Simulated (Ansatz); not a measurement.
A trial cell of CsRu, before relaxation:

Space group Fd-3m:1 (No. 227). a = 8.057 Å, b = 8.057 Å, c = 8.057 Å, α = 90.00°, β = 90.00°, γ = 90.00°
```json
{"atom": "Cs", "site": "8b", "symmetry": "-43m", "x": "0.0000", "y": "0.0000", "z": "0.5000"}
{"atom": "Ru", "site": "8a", "symmetry": "-43m", "x": "0.2500", "y": "0.2500", "z": "0.2500"}
```

The calculation used DFT PBE, scalar-relativistic, plane waves, PAW (Ansatz). Cutoff 420 eV, Gaussian smearing, Γ-centred meshes. Cell and atoms relax first on a coarse mesh and then on a finer one. In between, the cell is made exact in the group found at 0.06 Å. In metals the finer mesh still leaves noise of several meV/atom or more. The steps can't lower the symmetry of their start. Collinear spin is switched on along the way, since trial moments persisted in a coarse test.

A guess keeps its type if space group and coordination stay and the shape of the cell changes little (axis ratios within about 15 %, angles within 6°); the volume may change.

**Question.** Will the relaxed cell still be of the starting type?

**Answer.** It keeps its type: symmetry leaves only the cell edge free. The symmetry stays Fd-3m (No. 227). The end has the NaTl (B32) type. The volume per atom shrinks by 11.4 %, from 32.7 to 29.0 Å³. The shortest distance goes from 3.49 Å (Cs–Ru, Cs–Cs and Ru–Ru) to 3.35 Å (Cs–Ru, Cs–Cs and Ru–Ru). Counting neighbours within 15 % of an atom's shortest distance, the start has Cs 8, Ru 8 and the end Cs 8, Ru 8.

The last run used collinear spin, a 10×10×10 mesh for its 4-atom cell and Gaussian smearing of 0.10 eV. The magnetic state reached may not be the lowest. A structure relaxed within its symmetry needn't be a true minimum.
